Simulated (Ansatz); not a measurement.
Values for one crystal, relaxed and computed with r²SCAN in the plane-wave PAW code Ansatz; other levels are named.

Volume per atom: 28.44 Å³
Electronic character: metallic (no gap)
Gap with spin–orbit coupling: none (metallic)
Bulk modulus (Birch–Murnaghan fit): 40.5 GPa
Formation energy from the elements (no fitted shifts): -0.64 eV/atom
Pressure derivative B′: 4.0
Density of states at the Fermi level: 0.16 states/eV per atom (mean over ±0.08 eV)

Which compound is it?
A) SrMg2, P6_3/mmc (Sr on 4f, Mg on 6h, Mg on 2a)
B) SrGaSn, P6_3/mmc (Ga on 4f, Sr on 2a, Sn on 4f, Sr on 2b)
C) Zr2Ga, I4/mcm (Ga on 4a, Zr on 8h)
D) TaGa3, I4/mmm (Ta on 2a, Ga on 2b, Ga on 4d)

B, SrGaSn, P6_3/mmc (Ga on 4f, Sr on 2a, Sn on 4f, Sr on 2b)

The workflow started from an entry of the Crystallography Open Database (COD). Its standing as an ambient phase is unchecked. Symmetry was held in the r²SCAN relaxation; whether a distortion lowers the energy is not shown. The references are the lowest solids computed at this level, not always the standard phases. Spin–orbit coupling is left out wherever it is not named.

Potentials: the later of the program's two PAW sets.
